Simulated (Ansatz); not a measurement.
Zr:
Space group P6/mmm (No. 191); a = 4.9214 Å, b = 4.9214 Å, c = 3.0834 Å, α = 90.00°, β = 90.00°, γ = 120.00°

```csv
atom,site,symmetry,x,y,z
Zr,1b,6/mmm,0.0000,0.0000,0.5000
Zr,2c,-6m2,0.3333,0.6667,0.0000
```

Relaxed with LDA.

Which orbitals make up the states near the Fermi level in LDA (plane waves, PAW; program Ansatz)?

Within 0.5 eV of the Fermi level: Zr 4d 89 %, Zr 5s 6 %. Projections are on Löwdin-orthogonalised atomic valence shells; empty p or d shells of many metals are not among them.

Tabulate the density of states.

States/eV per cell of 3 atoms, in 0.25 eV bins, energy from the Fermi level.

```csv
E (eV),total,Zr 4d,Zr 5s,Zr 4p
-5.70,0.00,0.00,0.00,0.00
-5.45,0.08,0.00,0.07,0.00
-5.20,0.15,0.00,0.13,0.00
-4.95,0.21,0.00,0.18,0.00
-4.70,0.27,0.01,0.23,0.01
-4.45,0.33,0.01,0.28,0.01
-4.20,0.40,0.02,0.33,0.01
-3.95,0.48,0.05,0.39,0.02
-3.70,0.62,0.10,0.47,0.02
-3.45,0.92,0.26,0.59,0.03
-3.20,1.11,0.49,0.56,0.03
-2.95,3.30,2.15,1.02,0.06
-2.70,2.93,2.11,0.72,0.05
-2.45,3.34,2.68,0.56,0.05
-2.20,3.75,3.02,0.62,0.07
-1.95,3.70,3.20,0.39,0.07
-1.70,4.06,3.61,0.33,0.08
-1.45,4.16,3.79,0.24,0.07
-1.20,3.15,2.90,0.14,0.05
-0.95,3.74,3.44,0.14,0.07
-0.70,4.51,4.06,0.21,0.09
-0.45,4.08,3.62,0.21,0.08
-0.20,1.89,1.69,0.11,0.03
0.05,3.26,2.93,0.20,0.04
0.30,4.01,3.59,0.27,0.04
0.55,3.41,3.02,0.24,0.03
0.80,3.18,2.82,0.21,0.03
1.05,4.44,3.92,0.26,0.05
1.30,5.83,5.25,0.23,0.06
1.55,5.87,5.22,0.23,0.06
1.80,4.09,3.64,0.17,0.04
2.05,3.13,2.84,0.14,0.02
```

This is a known high-pressure phase of the composition, computed here at zero pressure and temperature. The LDA relaxation kept the symmetry of its start; its stability against distortions is not shown here. No spin polarisation was allowed. Axis ratios of metals converge slowly with the k-mesh, so a and c are less sure than the volume. Spin–orbit coupling is left out wherever it is not named.

Potentials: the later of the program's two PAW sets.
